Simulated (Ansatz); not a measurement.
As in space group I4_132 (No. 214; As on 8a) at seven volumes, the program Ansatz at the PBE level (PAW), scaled uniformly. One row is withheld.

```json
[
 {"V (Å³/atom)": "38.879", "P (GPa)": "3.56"},
 {"V (Å³/atom)": "40.160", "P (GPa)": "2.19"},
 {"V (Å³/atom)": "41.442", "P (GPa)": "1.00"},
 {"V (Å³/atom)": "42.724", "P (GPa)": "0.00"},
 {"V (Å³/atom)": "44.005", "P (GPa)": "?"},
 {"V (Å³/atom)": "45.287", "P (GPa)": "-1.57"},
 {"V (Å³/atom)": "46.569", "P (GPa)": "-2.16"}
]
```

**Question.** Fit the shown pressures and predict the withheld one.

**Answer.** P = (3/2)B₀(x^(7/2) − x^(5/2))[1 + (3/4)(B′ − 4)(x − 1)] with x = (V₀/V)^(2/3). Least squares on the six rows gives V₀ = 42.729 Å³/atom, B₀ = 30.5 GPa, B′ = 4.49. At V = 44.005, x = 0.9806 and P = -0.84 GPa. The run itself gave -0.84 GPa.

The start of the workflow was typed in or built on a structure type; neither database checked (COD, Materials Project) lists it. It is not the phase usual at ambient conditions (space group No. 166). The cell was relaxed with PBE under the symmetry of its start; its stability against distortions is not shown here. The volume moved by 59 % from the start of the relaxation.

Potentials: the earlier of the program's two PAW sets.
